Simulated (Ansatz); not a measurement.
HfOs: sound and stiffness along [100], [110] and [111]

Level of theory: DFT LDA, scalar-relativistic, plane waves, PAW in Ansatz. Cutoff 420 eV, 14×14×14 k-points (Γ-centred), Fermi-Dirac smearing of 0.15 eV. No spin polarisation.

Equilibrium structure at this level:
```cif
data_structure
_symmetry_space_group_name_H-M 'Pm-3m'
_symmetry_Int_Tables_number 221
_cell_length_a 3.1999
_cell_length_b 3.1999
_cell_length_c 3.1999
_cell_angle_alpha 90.000
_cell_angle_beta 90.000
_cell_angle_gamma 90.000
_cell_volume 32.77
loop_
_atom_site_label
_atom_site_type_symbol
_atom_site_symmetry_multiplicity
_atom_site_Wyckoff_symbol
_atom_site_fract_x
_atom_site_fract_y
_atom_site_fract_z
_atom_site_occupancy
Hf1 Hf 1 a 0.00000 0.00000 0.00000 1
Os1 Os 1 b 0.50000 0.50000 0.50000 1
```

In a metal, frequencies and elastic constants depend on the k mesh and the smearing, soft modes and shear constants most. Spin–orbit coupling is left out, which can shift energies with elements as heavy as these.

With ions relaxed, on the cubic axes: C11 = 445.5, C12 = 155.4, C44 = 115.1 GPa. The density is 18.686 g/cm³.

Problem. Is the crystal stable against strain, and how anisotropic is it?

Solution. Born's conditions hold: C11 + 2C12 = 756.2, C11 − C12 = 290.2 and C44 = 115.1 GPa are all positive. B = (C11 + 2C12)/3 = 252.1 GPa. The two shear moduli are C44 and C′ = (C11 − C12)/2 = 145.1 GPa, so Zener's ratio is A = C44/C′ = 0.79: the shear C44 is the soft one, as in NaCl, KCl, the halide perovskites and the bcc metals V, Nb, Cr and Mo. The Cauchy pressure C12 − C44 is 40.2 GPa; it would vanish for pair forces between atoms on inversion centres at zero pressure, and a positive value is usual with metallic or many-body binding.

Problem. Give the sound speeds along the three symmetry directions.

Solution. The Christoffel equation gives ρv² for each branch:
```csv
direction,branch,ρv²,GPa,v (m/s)
[100],L,C11,445.5,4883
[100],T (×2),C44,115.1,2482
[110],L,(C11 + C12 + 2C44)/2,415.6,4716
[110],"T, u ∥ [001]",C44,115.1,2482
[110],"T, u ∥ [1-10]",(C11 − C12)/2,145.1,2786
[111],L,(C11 + 2C12 + 4C44)/3,405.6,4659
[111],T (×2),(C11 − C12 + C44)/3,135.1,2689
```

Problem. How does Young's modulus depend on direction?

Solution. Inverting gives S11 = 2.738, S12 = -0.708, S44 = 8.687 TPa⁻¹. Along a unit vector (l, m, n), 1/E = S11 − 2(S11 − S12 − S44/2)(l²m² + m²n² + n²l²), where the last bracket is 0, 1/4 and 1/3 for [100], [110] and [111]: E = 365, 314 and 300 GPa. With A < 1 the cube edge is stiffest. For a film on (001), the biaxial modulus is C11 + C12 − 2C12²/C11 = 493 GPa and the normal strain is −2C12/C11 = -0.70 times the in-plane one.